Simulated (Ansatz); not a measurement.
Input and command of a plane-wave DFT calculation in Ansatz:

```yaml
crystal:
  lattice:
    - [5.8671867098, 0.0, 0.0]
    - [0.0, 5.8671867098, 0.0]
    - [0.0, 0.0, 5.8671867098]
  atoms:
    - { symbol: C, position: [0.0, 0.0, 0.0] }
    - { symbol: S, position: [0.5, 0.5, 0.5] }
    - { symbol: Ba, position: [0.5, 0.5, 0.0] }
    - { symbol: Ba, position: [0.5, 0.0, 0.5] }
    - { symbol: Ba, position: [0.0, 0.5, 0.5] }
basis:
  ecutwfc: 420
kpoints:
  mp_grid: { grid: [4, 4, 4] }
hamiltonian:
  xc: pbe
scf:
  occupations: { method: gaussian, width: 0.05 }
output:
  forces: true
  stress: true
  eigenvalues: true
```

```bash
ansatz run input.yaml --threads 1 --pin off --max-ram 1228MiB --backend cpu --events-out ev --progress --plain --runs-dir out
```

Processor: Arm Neoverse N1, 1 thread, on a host shared with other jobs.

How long does it run, and how much memory does it take?

About 8.6 s on 1 thread of Arm Neoverse N1, on a shared host, peak memory 0.39 GiB. It solves 25 bands at 10 k points (the mesh reduced by symmetry) with about 3911 plane waves, in 8 SCF iterations.
